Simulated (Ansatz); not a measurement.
TaAgO3, first-principles data

TaAgO3:
```
TaAgO3
1.0
    2.73846     1.58105     4.60124
   -2.73846     1.58105     4.60124
    0.00000    -3.16210     4.60124
Ta Ag O
2 2 6
Direct
  0.00000   0.00000   0.00000
  0.50000   0.50000   0.50000
  0.75000   0.75000   0.75000
  0.25000   0.25000   0.25000
  0.81786   0.68214   0.25000
  0.18214   0.31786   0.75000
  0.25000   0.81786   0.68214
  0.75000   0.18214   0.31786
  0.68214   0.25000   0.81786
  0.31786   0.75000   0.18214
```

Space group R-3c (No. 167); conventional cell a = 5.477 Å, b = 5.477 Å, c = 13.804 Å, α = 90.00°, β = 90.00°, γ = 120.00°.

Method: the program Ansatz at the PBEsol level (PAW). Structure relaxed to zero pressure with the same functional. Other levels are named where they apply.

Cell and energy:

- Volume per atom = 11.95 Å³
- Density = 9.36 g/cm³
- Formation energy from the elements (no fitted shifts) = -1.98 eV/atom

Electronic structure:

- Band gap = 1.76 eV (indirect)
- Valence-band maximum = off the standard path, at k = (0.172, 0.172, -0.344) in fractions of the reciprocal vectors
- Conduction-band minimum = at F (3 equivalent valleys)
- Smallest direct gap on the standard path = 1.87 eV
- Electron effective mass = 0.29, 0.35, 4.1 mₑ (principal values)
- Electron effective mass with spin–orbit coupling = 0.29, 0.35, 4.3 mₑ (principal values)
- Hole effective mass = 1.3, 1.5, 3.0 mₑ (principal values)
- Hole effective mass with spin–orbit coupling = 1.3, 1.5, 3.2 mₑ (principal values)
- HSE06 gap on the PBEsol cell = 3.28 eV
- Gap with spin–orbit coupling = 1.71 eV

Mechanics:

- Bulk modulus (Birch–Murnaghan fit) = 195 GPa
- Pressure derivative B′ = 5.0
- Elastic constants (relaxed ions, GPa) = C11 = 308, C12 = 127, C13 = 157, C14 = -34.4, C33 = 275, C44 = 76.3
- Mechanical stability = stable (all eigenvalues of C positive)
- Hill bulk and shear moduli = 197 and 72.5 GPa
- Young's modulus = 194 GPa
- Poisson's ratio = 0.34
- Debye temperature from the elastic constants = 407 K

Dielectric response:

- Electronic dielectric constant ε∞ (DFPT): 6.92 (xx = yy), 6.93 (zz)
- Static dielectric constant ε0 (ions relaxed, cell fixed): 397 (xx = yy), 964 (zz)
- Born charges (a third of the trace): Ta +8.78, Ag +1.39, O -3.39 e

Phonons:

Highest zone-centre frequency (without LO–TO term): 901 cm⁻¹
Zone-centre stability: no imaginary mode at Γ
Dynamical stability on the path: stable (no imaginary branch)
Zero-point energy: 52.3 meV/atom
Vibrational entropy at 300 K: 27.6 J/(K·mol of atoms)

The first step of the workflow began from a Materials Project structure, measured or hypothetical; the Crystallography Open Database copy checked does not list it. COD files the formula under space group No. 161. Whether it is the stable phase at ambient conditions was not checked. The PBEsol relaxation kept the symmetry of its start. The run is not spin-polarised. The references are the lowest solids computed at this level, not always the standard phases (solids in place of the gases). Spin–orbit coupling is left out wherever it is not named.

Potentials: the later of the program's two PAW sets.
